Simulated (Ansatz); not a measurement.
MgS:
```cif
data_MgS
_chemical_formula_sum 'S1 Mg1'
_space_group_name_H-M_alt 'P 1'
_space_group_IT_number 1
_cell_length_a 3.99640
_cell_length_b 3.99640
_cell_length_c 3.99640
_cell_angle_alpha 60.000
_cell_angle_beta 60.000
_cell_angle_gamma 60.000
loop_
_space_group_symop_operation_xyz
  'x, y, z'
loop_
_atom_site_label
_atom_site_type_symbol
_atom_site_fract_x
_atom_site_fract_y
_atom_site_fract_z
_atom_site_occupancy
S1 S 0.75000 0.75000 0.75000 1
Mg1 Mg 0.00000 0.00000 0.00000 1
```

Relaxed with PBEsol.

Give the optical modes at the zone centre with their infrared and Raman activity from DFPT, plane-wave PAW PBEsol (Ansatz code).

Transverse frequencies, without the LO–TO term; a row sums one degenerate level.

```
ω (cm⁻¹)  degeneracy  IR ((D/Å)²/amu)  Raman (Å⁴/amu)  activity  symmetry
--------  ----------  ---------------  --------------  --------  --------
332                3            17.84             8.4  IR+Raman        T2
```

How high does the top mode go among those that the LO–TO term moves?

422 cm⁻¹ for q along x.

Space group F-43m (zinc blende). The cell is a constructed one: a structure type filled with these elements; the Crystallography Open Database copy checked does not list it. COD files the formula under space group No. 225, so this cell is another polymorph or a model. Its standing as an ambient phase is unchecked. The cell was relaxed with PBEsol under the symmetry of its start; phonons on a q-mesh show no instability.

Potentials: the later of the program's two PAW sets.
